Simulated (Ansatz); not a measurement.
input.yaml

```yaml
crystal:
  lattice:
    - [2.4892904081, 0.0, 0.0]
    - [-1.2446452041, 2.1557887308, 0.0]
    - [0.0, 0.0, 20.8101282892]
  atoms:
    - { symbol: C, position: [0.6666666667, 0.3333333333, 0.9519899859] }
    - { symbol: C, position: [0.6666666667, 0.3333333333, 0.4520101788] }
    - { symbol: C, position: [0.6666666667, 0.3333333333, 0.7793231513] }
    - { symbol: C, position: [0.6666666667, 0.3333333333, 0.2793433441] }
    - { symbol: C, position: [0.0, 0.0, 0.615666665] }
    - { symbol: C, position: [0.3333333333, 0.6666666667, 0.2793231513] }
    - { symbol: C, position: [0.0, 0.0, 0.115666665] }
    - { symbol: C, position: [0.6666666667, 0.3333333333, 0.615666665] }
    - { symbol: C, position: [0.3333333333, 0.6666666667, 0.7793433441] }
    - { symbol: C, position: [0.3333333333, 0.6666666667, 0.115666665] }
    - { symbol: C, position: [0.3333333333, 0.6666666667, 0.4519899859] }
    - { symbol: C, position: [0.3333333333, 0.6666666667, 0.9520101788] }
basis:
  ecutwfc: 420
kpoints:
  mp_grid: { grid: [18, 18, 2] }
hamiltonian:
  xc: pbe
  dispersion: d3bj
scf:
  occupations: { method: gaussian, width: 0.1 }
output:
  forces: true
  stress: true
  eigenvalues: true
relax:
  adjacent_minimum: "off"
  f_tol: 0.01
  max_steps: 30
  cell: { stress_tol: 0.1, fix: [volume] }
```

Launched with
```bash
ansatz run input.yaml --threads 2 --pin off --max-ram 5120MiB --backend cpu --events-out ev --progress --plain --runs-dir out
```

The calculation used DFT PBE+D3(BJ), scalar-relativistic, plane waves, PAW in Ansatz 0.2.0.

Abridged output:

```
Pseudopotentials: kind: paw
Pseudopotential: C, paw, valence charge 4, recommended cutoff 420 eV (normal)
Functional definition: PBE
Crystal: 12 atoms, lattice volume = 111.675 Å³
Basis set: ecut = 420 eV, 2091 PW (Γ), exchange–correlation on 36×36×288 points (8 copies of the dense FFT grid, shifted against one another)
Bands: 36, of which v1, the nominal top of the filled ones, is band 24 counted from 1 (23 counted from 0)
Symmetry: 24 space group operations
Space group: P63/mmc (ITA 194), of the structure as read, at distance tolerance 4.8e-5 Å
k-points: 74 of 648
Initial density: superposition of atomic densities (neutral atoms: chi_scale 0, normalization atom), corrected by the library's trained network
Initial wavefunctions: pseudopotential atomic-orbital guess
Functional: x = pbe(κ = 0.804, μ = 0.21951497), c = pbe(β = 0.06672455)
SCF iter   1: F=—  HF=-3012.903890 eV  |F-HF|=—  |Δ(HF+E_count)|=         —  Δρ=2.97e-3  dr2=1.07e-2  ethr=1.77e-3  ⟨swp⟩=7.9  Hψ=13105  notcnv=0  defer=50
SCF iter   2: F=—  HF=-3012.904072 eV  |F-HF|=—  |Δ(HF+E_count)|=   1.83e-4  Δρ=1.36e-3  dr2=4.27e-3  ethr=2.23e-5  ⟨swp⟩=2.1  Hψ=5102  notcnv=0  defer=121
SCF iter   3: F=—  HF=-3012.902833 eV  |F-HF|=—  |Δ(HF+E_count)|=   1.24e-3  Δρ=4.76e-4  dr2=8.53e-4  ethr=8.90e-6  ⟨swp⟩=2.2  Hψ=3781  notcnv=0  defer=121
SCF iter   4: F=—  HF=-3012.902620 eV  |F-HF|=—  |Δ(HF+E_count)|=   2.13e-4  Δρ=1.19e-4  dr2=1.10e-5  ethr=1.78e-6  ⟨swp⟩=2.0  Hψ=3158  notcnv=0  defer=121
SCF iter   5: F=—  HF=-3012.902680 eV  |F-HF|=—  |Δ(HF+E_count)|=   6.05e-5  Δρ=6.15e-5  dr2=3.57e-6  ethr=2.30e-8  ⟨swp⟩=2.0  Hψ=4071  notcnv=0  defer=119
SCF iter   6: F=-3012.902680 eV  HF=-3012.902680 eV  |F-HF|=3.39e-8  |Δ(HF+E_count)|=   5.98e-7  Δρ=6.46e-6  dr2=3.18e-8  ethr=2.08e-10  ⟨swp⟩=21.1  Hψ=17767  notcnv=0
SCF 1 converged in 6 iterations: F = -3012.902680 eV  dr2 = 3.18e-8
relax step   1: F+E_penalty+E_count = -3012.90267968 eV  Δ(F+E_penalty+E_count) = +0.000e0 eV  max|allowed force component| = 1.020e-3 eV/Å  Δτ_max = 0.0000 Å  P = -7.997 GPa  Ω = 111.675 Å³  fix = [volume]  reactions: volume -7.997 GPa (6 SCF iters, dr2 threshold 1.00e-7 eV, accepted)
Basis set: ecut = 420 eV, 2093 PW (Γ), exchange–correlation on 36×36×288 points (8 copies of the dense FFT grid, shifted against one another)
Initial density: handed on by an earlier stage of this run
Initial wavefunctions: those handed on with the density
SCF iter   1: F=—  HF=-3012.973908 eV  |F-HF|=—  |Δ(HF+E_count)|=         —  Δρ=4.03e-3  dr2=1.28e-2  ethr=2.67e-5  ⟨swp⟩=2.1  Hψ=13757  notcnv=0
SCF iter   2: F=—  HF=-3012.973770 eV  |F-HF|=—  |Δ(HF+E_count)|=   1.37e-4  Δρ=1.85e-3  dr2=1.14e-2  ethr=2.67e-5  ⟨swp⟩=2.1  Hψ=4519  notcnv=0
SCF iter   3: F=—  HF=-3012.970648 eV  |F-HF|=—  |Δ(HF+E_count)|=   3.12e-3  Δρ=5.23e-4  dr2=1.27e-3  ethr=2.38e-5  ⟨swp⟩=2.1  Hψ=3739  notcnv=0
SCF iter   4: F=—  HF=-3012.970323 eV  |F-HF|=—  |Δ(HF+E_count)|=   3.25e-4  Δρ=1.23e-4  dr2=2.19e-5  ethr=2.64e-6  ⟨swp⟩=2.1  Hψ=3501  notcnv=0
SCF iter   5: F=—  HF=-3012.970391 eV  |F-HF|=—  |Δ(HF+E_count)|=   6.84e-5  Δρ=7.15e-5  dr2=5.01e-6  ethr=4.56e-8  ⟨swp⟩=2.0  Hψ=4191  notcnv=0
SCF iter   6: F=-3012.970390 eV  HF=-3012.970390 eV  |F-HF|=3.39e-9  |Δ(HF+E_count)|=   1.15e-6  Δρ=8.93e-6  dr2=5.47e-8  ethr=2.50e-9  ⟨swp⟩=10.3  Hψ=13121  notcnv=0
SCF 2 converged in 6 iterations: F = -3012.970390 eV  dr2 = 5.47e-8
relax step   2: F+E_penalty+E_count = -3012.97039021 eV  Δ(F+E_penalty+E_count) = -6.771e-2 eV  max|allowed force component| = 3.405e-3 eV/Å  Δτ_max = 0.0079 Å  P = -2.772 GPa  Ω = 111.675 Å³  energy of the carried Pulay correction = -9.031e-4 eV  fix = [volume]  reactions: volume -2.772 GPa (6 SCF iters, dr2 threshold 1.20e-6 eV, accepted)
SCF iter   1: F=—  HF=-3012.992208 eV  |F-HF|=—  |Δ(HF+E_count)|=         —  Δρ=8.14e-3  dr2=6.17e-2  ethr=1.27e-4  ⟨swp⟩=1.4  Hψ=12077  notcnv=0
SCF iter   2: F=—  HF=-3013.010633 eV  |F-HF|=—  |Δ(HF+E_count)|=   1.84e-2  Δρ=5.35e-3  dr2=1.30e-1  ethr=1.27e-4  ⟨swp⟩=3.4  Hψ=6367  notcnv=0  defer=41
SCF iter   3: F=—  HF=-3012.974591 eV  |F-HF|=—  |Δ(HF+E_count)|=   3.60e-2  Δρ=6.24e-4  dr2=8.54e-4  ethr=1.27e-4  ⟨swp⟩=2.1  Hψ=4347  notcnv=0  defer=78
SCF iter   4: F=—  HF=-3012.974474 eV  |F-HF|=—  |Δ(HF+E_count)|=   1.17e-4  Δρ=2.39e-4  dr2=4.47e-5  ethr=1.78e-6  ⟨swp⟩=2.1  Hψ=4262  notcnv=0  defer=110
SCF iter   5: F=—  HF=-3012.974468 eV  |F-HF|=—  |Δ(HF+E_count)|=   6.22e-6  Δρ=9.77e-5  dr2=6.45e-6  ethr=9.31e-8  ⟨swp⟩=2.0  Hψ=4057  notcnv=0  defer=110
SCF iter   6: F=-3012.974467 eV  HF=-3012.974468 eV  |F-HF|=1.73e-7  |Δ(HF+E_count)|=   3.50e-7  Δρ=2.55e-5  dr2=4.27e-7  ethr=2.50e-9  ⟨swp⟩=15.6  Hψ=14698  notcnv=0
SCF 3 converged in 6 iterations: F = -3012.974467 eV  dr2 = 4.27e-7
relax step   3: F+E_penalty+E_count = -3012.97446738 eV  Δ(F+E_penalty+E_count) = -4.077e-3 eV  max|allowed force component| = 7.110e-3 eV/Å  Δτ_max = 0.0265 Å  P = -0.874 GPa  Ω = 111.675 Å³  energy of the carried Pulay correction = -1.226e-3 eV  fix = [volume]  reactions: volume -0.874 GPa (6 SCF iters, dr2 threshold 1.20e-6 eV, accepted)
Basis set: ecut = 420 eV, 2105 PW (Γ), exchange–correlation on 36×36×288 points (8 copies of the dense FFT grid, shifted against one another)
SCF iter   1: F=—  HF=-3013.028793 eV  |F-HF|=—  |Δ(HF+E_count)|=         —  Δρ=1.43e-2  dr2=1.90e-1  ethr=3.89e-4  ⟨swp⟩=1.5  Hψ=12660  notcnv=0
SCF iter   2: F=—  HF=-3013.082152 eV  |F-HF|=—  |Δ(HF+E_count)|=   5.34e-2  Δρ=9.28e-3  dr2=3.82e-1  ethr=3.89e-4  ⟨swp⟩=3.7  Hψ=7475  notcnv=0  defer=151
SCF iter   3: F=—  HF=-3012.974205 eV  |F-HF|=—  |Δ(HF+E_count)|=   1.08e-1  Δρ=1.04e-3  dr2=1.49e-3  ethr=3.89e-4  ⟨swp⟩=2.4  Hψ=4309  notcnv=0  defer=342
SCF iter   4: F=—  HF=-3012.974002 eV  |F-HF|=—  |Δ(HF+E_count)|=   2.03e-4  Δρ=3.56e-4  dr2=9.81e-5  ethr=3.11e-6  ⟨swp⟩=2.1  Hψ=4303  notcnv=0  defer=371
SCF iter   5: F=—  HF=-3012.974064 eV  |F-HF|=—  |Δ(HF+E_count)|=   6.18e-5  Δρ=2.35e-4  dr2=5.33e-5  ethr=2.04e-7  ⟨swp⟩=2.0  Hψ=4011  notcnv=0  defer=371
SCF iter   6: F=—  HF=-3012.974050 eV  |F-HF|=—  |Δ(HF+E_count)|=   1.36e-5  Δρ=2.81e-5  dr2=6.81e-7  ethr=1.11e-7  ⟨swp⟩=2.1  Hψ=3577  notcnv=0  defer=371
SCF iter   7: F=—  HF=-3012.974050 eV  |F-HF|=—  |Δ(HF+E_count)|=   4.82e-7  Δρ=7.98e-6  dr2=6.45e-8  ethr=1.42e-9  ⟨swp⟩=2.0  Hψ=3993  notcnv=0  defer=371
SCF iter   8: F=—  HF=-3012.974050 eV  |F-HF|=—  |Δ(HF+E_count)|=   5.53e-9  Δρ=2.02e-6  dr2=1.90e-9  ethr=1.34e-10  ⟨swp⟩=2.0  Hψ=3823  notcnv=0  defer=371
SCF iter   9: F=-3012.974050 eV  HF=-3012.974050 eV  |F-HF|=7.73e-12  |Δ(HF+E_count)|=   1.56e-9  Δρ=3.44e-7  dr2=7.60e-11  ethr=1.00e-12  ⟨swp⟩=16.9  Hψ=15354  notcnv=0
the search or the solves at the SCF's close seem to have found levels that the self-consistency loop had missed (the run counts 1). By its estimate they hold under 1e-12 electrons; where the run keeps them, the occupations were computed again with them
SCF 4 converged in 9 iterations: F = -3012.974050 eV  dr2 = 7.60e-11
relax step   4: F+E_penalty+E_count = -3012.97404973 eV  Δ(F+E_penalty+E_count) = +4.177e-4 eV  max|allowed force component| = 8.444e-3 eV/Å  Δτ_max = 0.0467 Å  P = -0.553 GPa  Ω = 111.675 Å³  energy of the carried Pulay correction = -1.278e-3 eV  fix = [volume]  (9 SCF iters, rejected (line search))
SCF iter   1: F=—  HF=-3012.989472 eV  |F-HF|=—  |Δ(HF+E_count)|=         —  Δρ=7.29e-3  dr2=4.89e-2  ethr=9.89e-5  ⟨swp⟩=1.6  Hψ=10467  notcnv=0
SCF iter   2: F=—  HF=-3013.003052 eV  |F-HF|=—  |Δ(HF+E_count)|=   1.36e-2  Δρ=4.69e-3  dr2=1.01e-1  ethr=9.89e-5  ⟨swp⟩=3.2  Hψ=5923  notcnv=0  defer=26
SCF iter   3: F=—  HF=-3012.975027 eV  |F-HF|=—  |Δ(HF+E_count)|=   2.80e-2  Δρ=5.36e-4  dr2=4.58e-4  ethr=9.89e-5  ⟨swp⟩=2.1  Hψ=4331  notcnv=0  defer=44
SCF iter   4: F=—  HF=-3012.974973 eV  |F-HF|=—  |Δ(HF+E_count)|=   5.39e-5  Δρ=2.08e-4  dr2=3.51e-5  ethr=9.53e-7  ⟨swp⟩=2.1  Hψ=4270  notcnv=0  defer=44
SCF iter   5: F=—  HF=-3012.975039 eV  |F-HF|=—  |Δ(HF+E_count)|=   6.64e-5  Δρ=7.72e-5  dr2=3.46e-6  ethr=7.31e-8  ⟨swp⟩=2.0  Hψ=4088  notcnv=0  defer=44
SCF iter   6: F=—  HF=-3012.975040 eV  |F-HF|=—  |Δ(HF+E_count)|=   1.03e-6  Δρ=1.73e-5  dr2=2.12e-7  ethr=7.22e-9  ⟨swp⟩=2.4  Hψ=3962  notcnv=0  defer=68
SCF iter   7: F=—  HF=-3012.975040 eV  |F-HF|=—  |Δ(HF+E_count)|=  4.35e-10  Δρ=3.00e-6  dr2=5.22e-9  ethr=4.43e-10  ⟨swp⟩=2.2  Hψ=4127  notcnv=0  defer=68
SCF iter   8: F=-3012.975040 eV  HF=-3012.975040 eV  |F-HF|=1.95e-10  |Δ(HF+E_count)|=  8.57e-10  Δρ=5.93e-7  dr2=1.58e-10  ethr=1.00e-12  ⟨swp⟩=16.9  Hψ=14760  notcnv=0
SCF 5 converged in 8 iterations: F = -3012.975040 eV  dr2 = 1.58e-10
relax step   5: F+E_penalty+E_count = -3012.97504046 eV  Δ(F+E_penalty+E_count) = -5.731e-4 eV  max|allowed force component| = 5.917e-4 eV/Å  Δτ_max = 0.0227 Å  P = -0.915 GPa  Ω = 111.675 Å³  energy of the carried Pulay correction = -1.219e-3 eV  fix = [volume]  reactions: volume -0.915 GPa (8 SCF iters, accepted)
Initial wavefunctions: pseudopotential atomic-orbital guess (no wavefunctions were taken with the density)
SCF iter   1: F=—  HF=-3012.977526 eV  |F-HF|=—  |Δ(HF+E_count)|=         —  Δρ=1.16e-4  dr2=1.80e-6  ethr=5.37e-8  ⟨swp⟩=4.0  Hψ=21712  notcnv=0  defer=2
SCF iter   2: F=—  HF=-3012.977610 eV  |F-HF|=—  |Δ(HF+E_count)|=   8.43e-5  Δρ=7.66e-6  dr2=4.08e-8  ethr=3.76e-9  ⟨swp⟩=2.1  Hψ=4406  notcnv=0
SCF iter   3: F=—  HF=-3012.977610 eV  |F-HF|=—  |Δ(HF+E_count)|=   3.12e-8  Δρ=2.40e-6  dr2=1.52e-8  ethr=8.49e-11  ⟨swp⟩=2.1  Hψ=4361  notcnv=0
SCF iter   4: F=—  HF=-3012.977610 eV  |F-HF|=—  |Δ(HF+E_count)|=   3.59e-9  Δρ=1.25e-6  dr2=2.65e-9  ethr=3.18e-11  ⟨swp⟩=2.1  Hψ=3675  notcnv=0
SCF iter   5: F=-3012.977610 eV  HF=-3012.977610 eV  |F-HF|=1.04e-10  |Δ(HF+E_count)|=  9.11e-10  Δρ=3.34e-7  dr2=1.51e-10  ethr=1.00e-12  ⟨swp⟩=16.9  Hψ=13140  notcnv=0
SCF 6 converged in 5 iterations: F = -3012.977610 eV  dr2 = 1.51e-10
SCF iter   1: F=—  HF=-3012.977627 eV  |F-HF|=—  |Δ(HF+E_count)|=         —  Δρ=5.69e-4  dr2=3.00e-4  ethr=5.94e-7  ⟨swp⟩=2.1  Hψ=10149  notcnv=0
SCF iter   2: F=—  HF=-3012.977708 eV  |F-HF|=—  |Δ(HF+E_count)|=   8.07e-5  Δρ=3.70e-4  dr2=6.19e-4  ethr=5.94e-7  ⟨swp⟩=2.3  Hψ=4380  notcnv=0
SCF iter   3: F=—  HF=-3012.977539 eV  |F-HF|=—  |Δ(HF+E_count)|=   1.69e-4  Δρ=6.56e-5  dr2=5.80e-6  ethr=5.94e-7  ⟨swp⟩=2.2  Hψ=4026  notcnv=0
SCF iter   4: F=—  HF=-3012.977612 eV  |F-HF|=—  |Δ(HF+E_count)|=   7.35e-5  Δρ=1.79e-5  dr2=2.44e-7  ethr=1.21e-8  ⟨swp⟩=2.2  Hψ=4106  notcnv=0
SCF iter   5: F=-3012.977612 eV  HF=-3012.977612 eV  |F-HF|=9.07e-10  |Δ(HF+E_count)|=   3.80e-8  Δρ=5.96e-6  dr2=1.97e-8  ethr=1.08e-10  ⟨swp⟩=7.3  Hψ=11681  notcnv=0
SCF 7 converged in 5 iterations: F = -3012.977612 eV  dr2 = 1.97e-8
relax step   7: F+E_penalty+E_count = -3012.97761209 eV  Δ(F+E_penalty+E_count) = -2.041e-6 eV  max|allowed force component| = 3.765e-5 eV/Å  Δτ_max = 0.0019 Å  P = -0.753 GPa  Ω = 111.675 Å³  energy of the carried Pulay correction = -2.719e-5 eV  fix = [volume]  reactions: volume -0.753 GPa (5 SCF iters, dr2 threshold 5.20e-8 eV, accepted)
SCF iter   1: F=—  HF=-3012.977616 eV  |F-HF|=—  |Δ(HF+E_count)|=         —  Δρ=6.46e-6  dr2=2.32e-8  ethr=5.32e-8  ⟨swp⟩=3.8  Hψ=21605  notcnv=0  defer=3
SCF iter   2: F=—  HF=-3012.977685 eV  |F-HF|=—  |Δ(HF+E_count)|=   6.93e-5  Δρ=6.88e-6  dr2=5.20e-8  ethr=4.82e-11  ⟨swp⟩=3.2  Hψ=5692  notcnv=0
SCF iter   3: F=—  HF=-3012.977685 eV  |F-HF|=—  |Δ(HF+E_count)|=   3.81e-9  Δρ=1.49e-6  dr2=2.40e-9  ethr=4.82e-11  ⟨swp⟩=2.0  Hψ=4450  notcnv=0
SCF iter   4: F=-3012.977685 eV  HF=-3012.977685 eV  |F-HF|=4.35e-10  |Δ(HF+E_count)|=   4.58e-9  Δρ=2.92e-7  dr2=6.23e-11  ethr=1.00e-12  ⟨swp⟩=12.3  Hψ=14332  notcnv=0
SCF 8 converged in 4 iterations: F = -3012.977685 eV  dr2 = 6.23e-11
SCF converged after 4 iterations
Free energy (F): -3012.977685 eV
Harris-Foulkes:  -3012.977685 eV  (|F-HF|=4.35e-10)
Internal energy: -3012.976261 eV  (E = F + TS)
E sigma→0 (E₀):  -3012.976973 eV
Entropy (-TS):   -0.001424 eV (-0.119 meV/atom)
Fermi energy:    6.411928 eV
--- Per-component energies (eV) ---
  E_band       = -130.177369
  E_kinetic    = 1090.317538
  E_local      = -2010.337496  (includes V_loc(G=0)·N_el)
  E_nonlocal   = 327.472993
  E_hartree    = 628.462797
  E_xc         = -575.872089
  E_vxc        = -712.979545  (∫ρ·V_xc dr)
  E_paw        = -1192.074220  (= ΣΔE_a)
  E_vpaw       = -81.576566  (= ΣTr[D̂ρ^β])
  E_aug_tail   = 0.000087  (compensation charges beyond the density's cutoff)
  E_ewald      = -1279.181183
  E_disp       = -1.764688  (pairwise vdW)
  E_smearing   = -0.001424  (= −TS)
--- Forces (eV/Å), atoms counted from 1 ---
  atom   1  C      0.00000000     0.00000000    -0.00004617
  atom   2  C      0.00000000     0.00000000     0.00000482
  atom   3  C      0.00000000     0.00000000    -0.00000482
  atom   4  C      0.00000000     0.00000000     0.00004617
  atom   5  C      0.00000000     0.00000000     0.00000000
  atom   6  C      0.00000000     0.00000000    -0.00000482
  atom   7  C      0.00000000     0.00000000     0.00000000
  atom   8  C      0.00000000     0.00000000     0.00000000
  atom   9  C      0.00000000     0.00000000     0.00004617
  atom  10  C      0.00000000     0.00000000     0.00000000
  atom  11  C      0.00000000     0.00000000    -0.00004617
  atom  12  C      0.00000000     0.00000000     0.00000482
--- Stress (GPa, compression-positive) ---
       -0.749816       0.000000       0.000000
        0.000000      -0.749816       0.000000
        0.000000       0.000000      -0.759106
  P = ⅓ Tr σ = -0.7529 GPa (-7.529 kbar)
--- Band table (eV; the first three rows and the last of 74) ---
  k-point 0: bands = ["-13.1838", "-13.1482", "-13.1206", "-13.0471", "-13.0169", "-12.9788", "-1.9011", "-1.6326", "-1.4990", "-0.8895", "-0.7382", "-0.3803", "3.3860", "3.3860", "3.3873", "3.3873", "3.3900", "3.3900", "3.3948", "3.3948", "3.3959", "3.3959", "3.3987", "3.3987", "10.3245", "11.2773", "11.5490", "13.7817", "14.1753", "14.7385", "14.7385", "14.7456", "14.7456", "14.7519", "14.7519", "14.7682"]
  k-point 1: bands = ["-13.1718", "-13.1718", "-13.0840", "-13.0840", "-12.9920", "-12.9920", "-1.8171", "-1.8171", "-1.2060", "-1.2060", "-0.4976", "-0.4976", "3.3861", "3.3861", "3.3861", "3.3861", "3.3920", "3.3920", "3.3920", "3.3920", "3.3978", "3.3978", "3.3978", "3.3978", "10.6061", "10.6061", "12.5934", "12.5934", "14.7406", "14.7406", "14.7406", "14.7406", "14.7586", "14.7586", "14.7586", "14.7586"]
  k-point 2: bands = ["-13.1105", "-13.0750", "-13.0476", "-12.9744", "-12.9443", "-12.9065", "-1.8120", "-1.5443", "-1.4110", "-0.8033", "-0.6528", "-0.2960", "3.0848", "3.0887", "3.0898", "3.0972", "3.0994", "3.1029", "3.2278", "3.2307", "3.2321", "3.2385", "3.2406", "3.2437", "10.4151", "11.3650", "11.6354", "13.8581", "14.2442", "14.7768", "14.7849", "14.7851", "14.8116", "14.8214", "14.8241", "15.0525"]
  k-point 73: bands = ["-6.2225", "-6.2225", "-6.1894", "-6.1894", "-6.1665", "-6.1665", "-6.1638", "-6.1638", "-6.1460", "-6.1460", "-6.1123", "-6.1123", "-4.1422", "-4.1422", "-4.1240", "-4.1240", "-4.1109", "-4.1109", "5.9954", "5.9954", "6.2208", "6.2208", "6.4111", "6.4111", "6.4170", "6.4170", "6.6089", "6.6089", "6.8705", "6.8705", "16.2658", "16.2658", "16.9381", "16.9381", "17.7087", "17.7087"]
--- Relaxed structure (6 steps of the walk, 5 accepted, 2 SCFs on fresh bases) ---
  F+E_penalty+E_count = -3012.97768501 eV   max|allowed force component| = 4.617e-5 eV/Å   (the final SCF, on the basis selected at the relaxed cell)
  cell:  # Å, volume = 111.6751 Å³
    - [2.46655962, 0.0, 0.0]
    - [-1.23327981, 2.13610329, 0.0]
    - [0.0, 0.0, 21.19545048]
  atoms:
    - { symbol: C, position: [0.66666666, 0.33333333, 0.95209920] }
    - { symbol: C, position: [0.66666666, 0.33333333, 0.45211430] }
    - { symbol: C, position: [0.66666666, 0.33333333, 0.77921902] }
    - { symbol: C, position: [0.66666666, 0.33333333, 0.27923412] }
    - { symbol: C, position: [0.0, 0.0, 0.61566666] }
    - { symbol: C, position: [0.33333333, 0.66666666, 0.27921902] }
    - { symbol: C, position: [0.0, 0.0, 0.11566666] }
    - { symbol: C, position: [0.66666666, 0.33333333, 0.61566666] }
    - { symbol: C, position: [0.33333333, 0.66666666, 0.77923412] }
    - { symbol: C, position: [0.33333333, 0.66666666, 0.11566666] }
    - { symbol: C, position: [0.33333333, 0.66666666, 0.45209920] }
    - { symbol: C, position: [0.33333333, 0.66666666, 0.95211430] }
```

The relaxation met its thresholds.

The run took 81 s on 2 threads of Arm Neoverse V1, with other jobs on the host, peak memory 0.52 GiB.